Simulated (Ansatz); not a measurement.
Question: Au (diamond, space group No. 227) is relaxed with DFT-PBE in the program Ansatz with PAW potentials. What lattice parameters of the conventional cell result?

Answer: a = 6.164 Å.

Space group Fd-3m (diamond). The start of the workflow was typed in or built on a structure type; neither database checked (COD, Materials Project) lists it. It is not the phase usual at ambient conditions (space group No. 225). Symmetry was held in the PBE relaxation; whether a distortion lowers the energy is not shown. Spin–orbit coupling is left out wherever it is not named.

Potentials: the earlier of the program's two PAW sets.
